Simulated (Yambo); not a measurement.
Yambo run on BaCu$_{2}$S$_{2}$ (space group I4/mmm, No. 139). The wavefunctions are norm-conserving PBEsol (Quantum ESPRESSO, 92 Ry, without SOC) ones on a 4×4×4 mesh (30 occupied bands); a = b = c = 6.9006 Å, α = β = 147.15°, γ = 47.14°.

Yambo input:

```
rim_cut
HF_and_locXC
RandQpts= 1000000
RandGvec= 1 Ry
EXXRLvcs= 92 Ry
VXCRLvcs= 368 Ry
% QPkrange
 1 | 1 | 30 | 31 |
 3 | 3 | 30 | 31 |
 6 | 6 | 30 | 31 |
 8 | 8 | 30 | 31 |
 13 | 13 | 30 | 31 |
%
```

k points by index: 1 = Γ, 3 = X, 6 = N, 8 = P, 13 = Z.

Resulting energies as the program prints them:

```
#    K-point    Band    Eo [eV]    Ehf [eV]    Vxc [eV]    Vnlxc [eV]
#
    1    30    0.000000    -4.741216    -22.94657    -27.68779
    1    31    0.440660    4.569518    -9.477588    -5.348730
    3    30    -1.059629    -8.936170    -30.61566    -38.49220
    3    31    2.163804    5.607153    -14.92998    -11.48663
    6    30    -0.407295    -5.882246    -24.29772    -29.77267
    6    31    1.369623    4.940236    -13.02659    -9.455973
    8    30    -1.084617    -9.008232    -30.66642    -38.59004
    8    31    2.841860    6.457525    -14.97848    -11.36281
    13    30    -0.085297    -5.000399    -23.48118    -28.39629
    13    31    0.629931    4.095463    -12.88637    -9.420834
```
Exchange alone, without screening.

Geometry of the Materials Project entry, not relaxed at this level.

The structure is a Materials Project entry; no match was found in the copy of COD used, and its stability was not checked.
